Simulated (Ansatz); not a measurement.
Ag (space group P6_3/mmc)

Space group P6₃/mmc (No. 194); a = b = 2.858 Å, c = 9.421 Å, α = β = 90.00°, γ = 120.00°

| atom | site | symmetry | x | y | z |
|---|---|---|---|---|---|
| Ag | 2a | -3m. | 0.0000 | 0.0000 | 0.0000 |
| Ag | 2c | -6m2 | 0.3333 | 0.6667 | 0.2500 |

E(V) scan at fixed shape, V₀ the volume above. Symmetry pins the atoms to their sites.

Level of theory: PBEsol (plane waves to 420 eV, PAW, scalar-relativistic; Ansatz, an electronic-structure program). k mesh 19×19×5 (Γ-centred), Fermi-Dirac smearing 0.05 eV. Energies are smeared free energies. Stress and pressure are positive under compression. With the shape held, the modulus is that of even scaling; a crystal free to change shape is softer. Ag was relaxed with its symmetry unable to fall. This is one of several known forms of Ag; the measured ambient cells at hand have space group No. 225. ΔE is measured from the relaxed starting cell.

The scan covers V/V₀ from 0.840 to 1.160 in 9 points.

Q: What is ΔE at V/V₀ = 1.160?

A: 113 meV/atom.

Q: What is ΔE at V/V₀ = 0.840?

A: 232 meV/atom.

Q: What pressure does the cell carry at V/V₀ = 0.840?

A: 33.8 GPa.

(A scan under strain: stresses follow from slopes of the energy per volume, elastic moduli from its curvatures.)
